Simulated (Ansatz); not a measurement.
Input, command and steps of an Ansatz relaxation.

```yaml
crystal:
  lattice:
    - [9.0, 0.0, 0.0]
    - [0.0, 9.3, 0.0]
    - [0.0, 0.0, 3.8640201658]
  atoms:
    - { symbol: Ti, position: [0.5, 0.5, 0.0], spin: 1.5 }
    - { symbol: C, position: [0.5, 0.5, 0.465], spin: 0.5 }
basis:
  ecutwfc: 420
kpoints:
  mp_grid: { grid: [1, 1, 17] }
hamiltonian:
  xc: pbesol
scf:
  occupations: { method: gaussian, width: 0.05 }
output:
  forces: true
  stress: true
  eigenvalues: true
  populations: true
  write_density: true
  write_potential: true
  elf: true
  volumetric_format: npy
magnetization:
  spin_polarized: true
relax:
  adjacent_minimum: "off"
  f_tol: 0.01
  max_steps: 45
  cell: { fix: [a, b, alpha, beta, gamma], stress_tol: 0.03 }
```

```bash
ansatz run input.yaml --threads 2 --pin off --max-ram 5120MiB --backend cpu --events-out ev --progress --plain --runs-dir out
```

The calculation used Ansatz 0.2.0, DFT PBEsol, scalar-relativistic, plane waves, PAW.

Of 6 frames 6 are shown, positions in Å and forces in eV/Å; the SCF threshold varies from step to step. Steps run on the plane waves of an earlier cell, with a Pulay correction in the pressure. The basis is chosen afresh for the last frame, the zero of the energies, and can be on the way; energy and pressure step there, also at an unchanged geometry.

```xyz
2
Lattice="9.0000 0.0000 0.0000 0.0000 9.3000 0.0000 0.0000 0.0000 3.8640" Properties=species:S:1:pos:R:3:forces:R:3 pbc="T T T" step=1 free_energy_over_end_meV_per_atom=67.97 pressure_GPa=-0.71
Ti    4.5000    4.6500    0.0000    0.0000    0.0000   -0.0700
C     4.5000    4.6500    1.7968    0.0000    0.0000    0.0700
2
Lattice="9.0000 0.0000 0.0000 0.0000 9.3000 0.0000 0.0000 0.0000 3.7867" Properties=species:S:1:pos:R:3:forces:R:3 pbc="T T T" step=2 free_energy_over_end_meV_per_atom=32.01 pressure_GPa=-0.39
Ti    4.5000    4.6500   -0.0083    0.0000    0.0000   -0.3620
C     4.5000    4.6500    1.7691    0.0000    0.0000    0.3620
2
Lattice="9.0000 0.0000 0.0000 0.0000 9.3000 0.0000 0.0000 0.0000 3.6296" Properties=species:S:1:pos:R:3:forces:R:3 pbc="T T T" step=3 free_energy_over_end_meV_per_atom=7.77 pressure_GPa=0.34
Ti    4.5000    4.6500   -0.0477    0.0000    0.0000   -0.2940
C     4.5000    4.6500    1.7355    0.0000    0.0000    0.2940
2
Lattice="9.0000 0.0000 0.0000 0.0000 9.3000 0.0000 0.0000 0.0000 3.6833" Properties=species:S:1:pos:R:3:forces:R:3 pbc="T T T" step=4 free_energy_over_end_meV_per_atom=-0.42 pressure_GPa=-0.02
Ti    4.5000    4.6500   -0.0639    0.0000    0.0000   -0.0070
C     4.5000    4.6500    1.7766    0.0000    0.0000    0.0070
2
Lattice="9.0000 0.0000 0.0000 0.0000 9.3000 0.0000 0.0000 0.0000 3.6794" Properties=species:S:1:pos:R:3:forces:R:3 pbc="T T T" step=5 free_energy_over_end_meV_per_atom=-0.48 pressure_GPa=0.00
Ti    4.5000    4.6500   -0.0644    0.0000    0.0000    0.0000
C     4.5000    4.6500    1.7753    0.0000    0.0000    0.0000
2
Lattice="9.0000 0.0000 0.0000 0.0000 9.3000 0.0000 0.0000 0.0000 3.6794" Properties=species:S:1:pos:R:3:forces:R:3 pbc="T T T" step=6 free_energy_over_end_meV_per_atom=0.00 pressure_GPa=0.00
Ti    4.5000    4.6500   -0.0644    0.0000    0.0000    0.0000
C     4.5000    4.6500    1.7753    0.0000    0.0000    0.0000
```

The run took 22 s on 2 threads of Intel(R) Xeon(R) 6975P-C (Granite Rapids) (shared host), peak memory 0.59 GiB.